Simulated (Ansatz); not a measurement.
## Relaxing a structure of Ta

The start is a generated cell, Ta placed in the AFLOW prototype A_hP1_191_a (A_f, as in Sn). Cell shape, volume and atoms are optimised at zero target pressure with PBEsol (plane waves to 420 eV, PAW, scalar-relativistic; Ansatz, a program for electronic structure). First-step values are on the input's coarse k-mesh.

Ansatz input (later rounds restart from its end on a renewed k-mesh):
Ansatz 0.2 input:
```yaml
crystal:
  lattice:
    - [2.8224578, 0, 0]
    - [-1.4112289, 2.4443202, 0]
    - [0, 0, 2.6282609]
  atoms:
    - { symbol: Ta, position: [0, 0, 0] }
basis: { ecutwfc: 420, ecutrho_ratio: 4, xc_grid: 2, fft_grid_basis: typed }
kpoints: { mp_grid: { grid: [13, 13, 12] } }
hamiltonian:
  xc: pbesol
  dispersion: none
  pseudopotentials: { azcp: { folder: ./paw }, kind: paw }
scf: { occupations: { method: fermi_dirac, width: 0.05 } }
relax: { f_tol: 0.01, max_steps: 100, cell: { stress_tol: 0.02 } }
output: { forces: true, stress: true }
```

```json
{
  "initial_pressure": "+9.3 GPa (positive: the cell is compressed)",
  "outcome": "The space group stays P6/mmm (No. 191) (the run could not lower it); the end is AFLOW prototype A_hP1_191_a (A_f, as in Sn), with 1 atom in the primitive cell",
  "energy_released": "0.03 eV/atom",
  "volume_change": "+5.1 %, from 18.13 to 19.06 Å³/atom",
  "Shortest distances (start → end)": "The closest pairs of elements (up to four, under 3.6 Å), start → end: Ta–Ta 2.63 → 2.70 Å",
  "band_gap_at_the_end": "zero (metallic)",
  "optimiser_moves": "7"
}
```

Final structure:

Space group P6/mmm (No. 191); a = 2.8531 Å, b = 2.8531 Å, c = 2.7042 Å, α = 90.00°, β = 90.00°, γ = 120.00°

```csv
atom,site,symmetry,x,y,z
Ta,1a,6/mmm,0.0000,0.0000,0.0000
```

Final values are on a 19×19×17 k-mesh of the relaxed cell. No spin polarisation in the result.

The run could not lower the symmetry of its start; a shaken copy of this end point relaxes with PBEsol to Im-3m (No. 229), 0.72 eV/atom lower.

The relaxed structure here is a generated cell of Ta: the first start was made by placing the elements on the sites of a structure type, and the end was not matched to a known phase here, so it may be hypothetical. Known forms of Ta include space group No. 229.
